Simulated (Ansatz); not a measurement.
ScB2:
```cif
data_B2Sc
_chemical_formula_sum 'Sc1 B2'
_space_group_name_H-M_alt 'P6/mmm'
_space_group_IT_number 191
_space_group_name_Hall '-P 6 2'
_cell_length_a 3.09970
_cell_length_b 3.09970
_cell_length_c 3.45413
_cell_angle_alpha 90.000
_cell_angle_beta 90.000
_cell_angle_gamma 120.000
loop_
_atom_site_label
_atom_site_type_symbol
_atom_site_symmetry_multiplicity
_atom_site_Wyckoff_symbol
_atom_site_fract_x
_atom_site_fract_y
_atom_site_fract_z
_atom_site_occupancy
Sc1 Sc 1 a 0.00000 0.00000 0.00000 1
B1 B 2 d 0.33333 0.66667 0.50000 1
```

Relaxed at zero pressure with plane-wave PAW LDA (Ansatz code).

**Question.** The volume is lowered by 6 % and shape and atoms relax at that volume. What pressure results, and how do the axes share the change?

**Answer.** 14.7 GPa; a -1.8 %, b -1.8 %, c -2.4 %; the energy rises by 25 meV/atom.

**Question.** Give the new structure.

**Answer.** 
Space group P6/mmm (No. 191); a = 3.042 Å, b = 3.042 Å, c = 3.370 Å, α = 90.00°, β = 90.00°, γ = 120.00°

```
atom  site  symmetry       x       y       z
----  ----  --------  ------  ------  ------
Sc      1a     6/mmm  0.0000  0.0000  0.0000
B       2d      -6m2  0.3333  0.6667  0.5000
```

The phase is kept; no other phase was compared at this pressure.

The workflow started from a Materials Project entry (that database holds measured and hypothetical structures alike); the Crystallography Open Database files this formula in space group No. 191, but the cells were not matched. Its standing as an ambient phase is unchecked. The LDA relaxation kept the symmetry of its start; its stability against distortions is not shown here. The run is not spin-polarised.

Potentials: the later of the program's two PAW sets.
